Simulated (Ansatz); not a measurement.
An Ansatz input:

```yaml
crystal:
  lattice:
    - [2.6165287713, 0.0, 0.0]
    - [-1.3082643857, 2.2659803857, 0.0]
    - [0.0, 0.0, 4.4100408177]
  atoms:
    - { symbol: Pd, position: [0.3333333333, 0.6666666667, 0.25], spin: 0.5 }
    - { symbol: Pd, position: [0.6666666667, 0.3333333333, 0.75], spin: -0.5 }
hamiltonian:
  xc: lda
  pseudopotentials:
    kind: paw
    azcp:
      Pd: "pseudopotentials/Pd.paw.azcp"
basis:
  ecutwfc: 420
  fft_grid_basis: typed
kpoints:
  mp_grid: { grid: [15, 15, 8], shift: [0, 0, 0] }
magnetization:
  spin_polarized: true
scf:
  occupations: { method: fermi_dirac, width: 0.05 }
  lower_state_search: "off"
output:
  stress: true
```

Terminal output

```
Warning: the record states the generating functional pbe (its physics header spells it `PBE`), which answers neither for hamiltonian.xc's functional nor for the lda family's — results may be inconsistent (PPs are generated against a specific XC)
Engine: ansatz 0.2.0, aarch64-unknown-linux-gnu
Pseudopotentials: kind: paw
Pseudopotential: Pd, paw, valence charge 18, recommended cutoff 420 eV (normal) 
Functional definition: SPW92
  exchange = slater_x
  correlation = pw_c
Crystal: 2 atoms, lattice volume = 26.147 Å³
Basis set: ecut = 420 eV, 537 PW (Γ)
Bands: 23, of which v1, the nominal top of the filled ones, is band 18 counted from 1 (17 counted from 0)
Symmetry: 12 space group operations
Space group: P-6m2 (ITA 187), of the structure as read, at distance tolerance 3.0e-5 Å
Magnetic group: BNS 194.267 (UNI 1497), of the structure as read, at distance tolerance 3.0e-5 Å
k-points: 135 of 1800 (time reversal used)
Non-local potential: Pd, projectors of the file, l = 0: 2, l = 1: 2, l = 2: 2, l = 3: 1
PAW form: soft (Blöchl's): semilocal exchange-correlation on the pseudo side does not see the compensation charge
PAW frozen core: Pd, regenerated for the run's functional, and the local potential with it (the file was generated under x = pbe(κ = 0.804, μ = 0.2195149727645171), c = pbe(β = 0.06672455060314922))
PAW one-centre angular grid: Pd, 590 points (default); XC on 64 Gauss nodes
Initial density: superposition of atomic densities (chi_scale 0.1, normalization cell)
Starting moments: Σ|m| = 1 μB on 2 of 2 sites
Starting magnetic order: antiferromagnet; an inversion exchanges its spin sublattices: spin-degenerate at every k-point
Initial wavefunctions: pseudopotential atomic-orbital guess
Functional: x = slater, c = lda
SCF iter   1: F=—  HF=-13691.093976 eV  |F-HF|=—  |Δ(HF+E_count)|=         —  Δρ=9.09e-2 (↑9.09e-2 ↓9.09e-2)  dr2=7.22e0  dr2_m=1.80e-1  M=0.000 μB ∫|m|=0.287 μB  β_m=0.30  ethr=3.10e-3  ⟨swp⟩=5.8  Hψ=26354  notcnv=0
spin=Collinear: Kerker preconditioning applied to the charge; magnetization (m = ρ↑ − ρ↓) channel mixes plain (no charge-response kernel on spin).
SCF iter   2: F=—  HF=-13689.719412 eV  |F-HF|=—  |Δ(HF+E_count)|=    1.37e0  Δρ=5.63e-2 (↑5.63e-2 ↓5.63e-2)  dr2=2.58e0  dr2_m=1.05e-1  M=0.000 μB ∫|m|=0.240 μB  β_m=0.30  ethr=3.10e-3  ⟨swp⟩=2.4  Hψ=12106  notcnv=0  defer=100
SCF iter   3: F=—  HF=-13688.951887 eV  |F-HF|=—  |Δ(HF+E_count)|=   7.68e-1  Δρ=2.25e-2 (↑2.25e-2 ↓2.25e-2)  dr2=9.21e-2  dr2_m=6.19e-2  M=0.000 μB ∫|m|=0.201 μB  β_m=0.30  ethr=3.10e-3  ⟨swp⟩=2.6  Hψ=10526  notcnv=0  defer=100
SCF iter   4: F=—  HF=-13688.946491 eV  |F-HF|=—  |Δ(HF+E_count)|=   5.40e-3  Δρ=1.32e-2 (↑1.32e-2 ↓1.32e-2)  dr2=5.27e-3  dr2_m=3.96e-2  M=0.000 μB ∫|m|=0.161 μB  β_m=0.30  ethr=2.56e-4  ⟨swp⟩=2.0  Hψ=13906  notcnv=0  defer=118
SCF iter   5: F=—  HF=-13688.951273 eV  |F-HF|=—  |Δ(HF+E_count)|=   4.78e-3  Δρ=1.04e-2 (↑1.04e-2 ↓1.04e-2)  dr2=8.58e-4  dr2_m=2.51e-2  M=0.000 μB ∫|m|=0.131 μB  β_m=0.30  ethr=1.46e-5  ⟨swp⟩=2.3  Hψ=8634  notcnv=0  defer=118
SCF iter   6: F=—  HF=-13688.953613 eV  |F-HF|=—  |Δ(HF+E_count)|=   2.34e-3  Δρ=8.19e-3 (↑8.19e-3 ↓8.19e-3)  dr2=2.81e-5  dr2_m=1.61e-2  M=0.000 μB ∫|m|=0.106 μB  β_m=0.30  ethr=2.38e-6  ⟨swp⟩=2.0  Hψ=10392  notcnv=0  defer=118
SCF iter   7: F=—  HF=-13688.955524 eV  |F-HF|=—  |Δ(HF+E_count)|=   1.91e-3  Δρ=6.57e-3 (↑6.57e-3 ↓6.57e-3)  dr2=1.72e-5  dr2_m=1.03e-2  M=0.000 μB ∫|m|=0.086 μB  β_m=0.30  ethr=7.80e-8  ⟨swp⟩=2.2  Hψ=9595  notcnv=0  defer=118
SCF iter   8: F=—  HF=-13688.956743 eV  |F-HF|=—  |Δ(HF+E_count)|=   1.22e-3  Δρ=5.28e-3 (↑5.28e-3 ↓5.28e-3)  dr2=1.09e-6  dr2_m=6.67e-3  M=0.000 μB ∫|m|=0.070 μB  β_m=0.30  ethr=4.78e-8  ⟨swp⟩=2.0  Hψ=10520  notcnv=0  defer=118
Mixer restart at iter 8: flushing history
spin-set hold released at iteration 8 (site moments contracting): the magnetisation degrees of freedom join the quasi-Newton model from the next iteration; the mixer history was flushed
SCF iter   9: F=—  HF=-13688.957550 eV  |F-HF|=—  |Δ(HF+E_count)|=   8.07e-4  Δρ=4.25e-3 (↑4.25e-3 ↓4.25e-3)  dr2=6.14e-7  dr2_m=4.33e-3  M=0.000 μB ∫|m|=0.057 μB  β_m=0.53  ethr=3.01e-9  ⟨swp⟩=2.9  Hψ=12130  notcnv=0  defer=118
SCF iter  10: F=—  HF=-13688.959016 eV  |F-HF|=—  |Δ(HF+E_count)|=   1.47e-3  Δρ=9.01e-4 (↑9.01e-4 ↓8.93e-4)  dr2=4.71e-8  dr2_m=1.93e-4  M=0.000 μB ∫|m|=0.013 μB  β_m=0.82  ethr=2.78e-10  ⟨swp⟩=2.5  Hψ=28988  notcnv=0
SCF iter  11: F=—  HF=-13688.959090 eV  |F-HF|=—  |Δ(HF+E_count)|=   7.47e-5  Δρ=8.23e-5 (↑6.83e-5 ↓8.23e-5)  dr2=3.06e-7  dr2_m=1.33e-6  M=0.000 μB ∫|m|=0.001 μB  β_m=0.91  ethr=1.31e-10  ⟨swp⟩=5.0  Hψ=24678  notcnv=0
SCF iter  12: F=—  HF=-13688.959091 eV  |F-HF|=—  |Δ(HF+E_count)|=   7.90e-7  Δρ=5.04e-5 (↑5.04e-5 ↓4.78e-5)  dr2=3.98e-6  dr2_m=8.50e-10  M=0.000 μB ∫|m|=0.000 μB  β_m=0.59  ethr=1.31e-10  ⟨swp⟩=2.2  Hψ=11212  notcnv=0  defer=118
iter 13 did not close the SCF: its close was put off for a magnetic moment that had not settled (scf_convergence_deferred on its scf_iter line)
SCF iter  13: F=-13688.959091 eV  HF=-13688.959091 eV  |F-HF|=3.27e-11  |Δ(HF+E_count)|=   2.85e-7  Δρ=1.64e-6 (↑1.44e-6 ↓1.64e-6)  dr2=4.08e-10  dr2_m=4.06e-10  M=0.000 μB ∫|m|=0.000 μB  β_m=0.80  ethr=1.31e-10  ⟨swp⟩=2.0  Hψ=21588  notcnv=0
SCF iter  14: F=-13688.959091 eV  HF=-13688.959091 eV  |F-HF|=1.27e-11  |Δ(HF+E_count)|=  1.67e-10  Δρ=3.44e-7 (↑3.27e-7 ↓3.44e-7)  dr2=1.69e-11  dr2_m=2.04e-11  M=0.000 μB ∫|m|=0.000 μB  ethr=1.13e-12  ⟨swp⟩=1.0  Hψ=18055  notcnv=0
WARN: the starting moments were not kept: the SCF closed with an absolute magnetisation of 2.6e-6 μB, where they sum to 1 μB in size (2 sites). That is at most 0.1 of that sum. Measured as dr2_m measures the in/out step, that magnetisation stands 3.1e-12 eV from none, at or under the dr2_threshold of 1.0e-7 eV: it is no larger than a step whose dr2_m would equal this threshold. The system may hold no moment; this SCF shows only that its start led to no more than that. To try another start: raise the starting moments (crystal.atoms[].spin, magnetization.per_species, magnetization.initial_magnetization, or on a non-collinear deck that types none of these the spinor_matrix: blocks that start its atoms; where the total moment is fixed, keep their sum and leave initial_magnetization as it is; typed ones take the place of any that the run laid by itself, positive ones on a crystal's lanthanoids without a Hubbard term where scf.initial_density.shell_occupations: [] is typed) or, if the notice of its spin-set hold's release reads "site moments contracting" or "site moments show no strong build", lengthen the hold (scf.mixing.spin_hold: { on: { confirm: 4 } }; for m-r²SCAN on two components see the key's manual first). Each may lead to a state that holds a moment. A second SCF, from the converged charge density, with the starting moments and any scf.initial_density.shell_occupations laid on it anew, would have followed, and was not run: the deck does not ask for one (magnetization.retry_lost_moments is false, the default). To let it run, set magnetization.retry_lost_moments: true and run the deck again, where that key's refused combinations let it; where memory then withholds it, that run's warning says so.
SCF 1 converged in 14 iterations: F = -13688.959091 eV  dr2 = 1.69e-11
SCF converged after 14 iterations
Magnetization: 0.0000 μB (18.0000 up, 18.0000 down)
Absolute magnetization: 0.0000 μB (∫|ρ↑−ρ↓|, with the PAW one-centre terms)
Spin contamination: 0.0000 ħ² per cell (⟨S²⟩ above its minimum at these occupations)
Per-site moments (μB) at R_I (Å): [(1.2935396409851673e-6, 1.0793181181663267), (1.174171098786056e-6, 1.0793181181663267)]
Free energy (F): -13688.959091 eV
Harris-Foulkes:  -13688.959091 eV  (|F-HF|=1.27e-11)
Internal energy: -13688.924201 eV  (E = F + TS)
E sigma→0 (E₀):  -13688.941646 eV
Entropy (-TS):   -0.034890 eV (-17.445 meV/atom)
Fermi energy:    22.915967 eV
--- Per-component energies (eV) ---
  E_band       = -177.144538
  E_kinetic    = 1034.241838
  E_local      = -3167.189502  (includes V_loc(G=0)·N_el)
  E_nonlocal   = 445.720638
  E_hartree    = 1300.665664
  E_xc         = -338.621290
  E_vxc        = -426.933311  (∫ρ·V_xc dr)
  E_paw        = -7245.962285  (= ΣΔE_a)
  E_vpaw       = -664.316003  (= ΣTr[D̂ρ^β])
  E_aug_tail   = 0.000401  (compensation charges beyond the density's cutoff)
  E_ewald      = -5719.141133
  E_core_change = 1.361468  (= ΣΔE_core)
  E_smearing   = -0.034890  (= −TS)
  E_closure    = -0.000000  (closes the sum)
  Σ components = -13688.959091   (vs F -13688.959091, Δ=0.00e0)
--- Stress (GPa, compression-positive) ---
       24.111403       0.000000       0.000000
        0.000000      24.111403       0.000000
        0.000000       0.000000      22.259211
  P = ⅓ Tr σ = 23.4940 GPa (234.940 kbar)
```
